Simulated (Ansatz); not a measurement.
The elements of this relaxed trial crystal are hidden behind letters.

```
lattice vectors (Å)
   5.6593    0.0000    0.0000
  -2.8297    4.9011    0.0000
   0.0000    0.0000    3.4122
fractional positions
X 0.5000 0.0000 0.5000
X 0.0000 0.5000 0.5000
X 0.5000 0.5000 0.5000
X 0.0000 0.0000 0.5000
Z 0.0000 0.0000 0.0000
```

Method: DFT PBE, scalar-relativistic, plane waves, PAW in Ansatz 0.2.0. Settings of the last relaxation (5-atom cell): 420 eV, 12×12×12 k points, Gaussian smearing of 0.10 eV, no spin polarisation.

| Item | Value |
| --- | --- |
| Space group | P6/mmm (No. 191) |
| Conventional cell | a = 5.659 Å, c = 3.412 Å |
| Volume per atom | 18.93 Å³ |
| Density | 2.17 g/cm³ |
| Formation energy | −0.26 eV/atom |
| Gap on the 12×12×12 mesh of the 5-atom cell | 0 eV (a metal) |

Energies are uncorrected and count from the elements' standard states at the same level.

Question: X is a p-block element of period 3 and Z is a p-block element of period 2. Which elements are they?

Answer: X = Al, Z = O, so the formula is Al4O. Density times volume gives a mean mass of 2.17 × 18.93/1.6605 = 24.7 u per atom, and this set has 24.8 u. Around Al on a site of symmetry mmm lie 6 Al at 2.83 Å, 4 O at 3.30 Å and 2 Al at 3.41 Å; Al on a site of symmetry 6/mmm has 2 O at 1.71 Å and 6 Al at 2.83 Å; around O lie 2 Al at 1.71 Å and 12 Al at 3.30 Å. Other sets within the hints have nearly the same mass, so mass alone doesn't settle it; this one was computed.

The cell is a metal run without spin; a magnetic state may lie lower. A later test with randomly moved atoms led to a structure 324 meV/atom lower, so this end is a saddle point or a shallow minimum.
